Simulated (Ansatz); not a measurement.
Field gradients of Si₃N₄ from run to run

Cell of run 1: an entry of the Crystallography Open Database (COD), atoms as given.

Space group P6_3/m (No. 176); a = 7.6018, c = 2.9066 Å, γ = 120.00°.

```csv
site,Wyckoff,site symmetry,x,y,z
Si,6h,m..,0.1773,0.7677,0.2500
N7,2c,-6..,0.3333,0.6667,0.2500
N9,6h,m..,0.3337,0.0323,0.2500
```

One atom of each set is listed.

Relaxed positions (PBE, cell held):

Si (0.1737, 0.7676, 0.2500)
N7 (0.3333, 0.6667, 0.2500)
N9 (0.3297, 0.0296, 0.2500)

All runs are DFT with Ansatz 0.2.0 (plane waves and PAW, scalar-relativistic unless spin–orbit coupling is named, Γ-centred meshes, Fermi–Dirac smearing where given) in this cell.

Run 1: PBE, atoms as given; 420 eV, 4×4×10 k-points, smearing 0.02 eV.
Run 2: PBE, atoms relaxed; 420 eV, 4×4×10 k-points, smearing 0.02 eV.
Run 3: r2SCAN, at the relaxed atoms; 500 eV, 4×4×10 k-points, smearing 0.02 eV.

```json
{"run": "1", "Si V_zz (η)": "1.37 (0.70)", "N7 V_zz (η)": "-4.56 (0.00)", "N9 V_zz (η)": "-5.07 (0.01)"}
{"run": "2", "Si V_zz (η)": "?", "N7 V_zz (η)": "?", "N9 V_zz (η)": "?"}
{"run": "3", "Si V_zz (η)": "0.98 (0.39)", "N7 V_zz (η)": "-4.94 (0.00)", "N9 V_zz (η)": "-4.92 (0.08)"}
```

V_zz in 10²¹ V/m².

**Question.** Estimate the row of run 2.

**Answer.** Si: 0.98 (0.42); N7: -4.87 (0.00); N9: -4.93 (0.08). It lies nearest to run 3, from whose tensors on these sites it differs by 0.07 at most (largest principal value of the difference, on N7). Taken one at a time, the positions of the atoms (as given or relaxed) move the tensors on these sites by up to 0.48 (largest principal value of the change, on Si), the functional (r2SCAN with its higher cutoff) by 0.07 (N7).

In run 1 the atoms aren't at the calculated equilibrium (largest force 0.96 eV/Å). The cell isn't the equilibrium one in runs 1, 2 (calculated pressure 6, 6 GPa), and the entry's cell may itself be off.
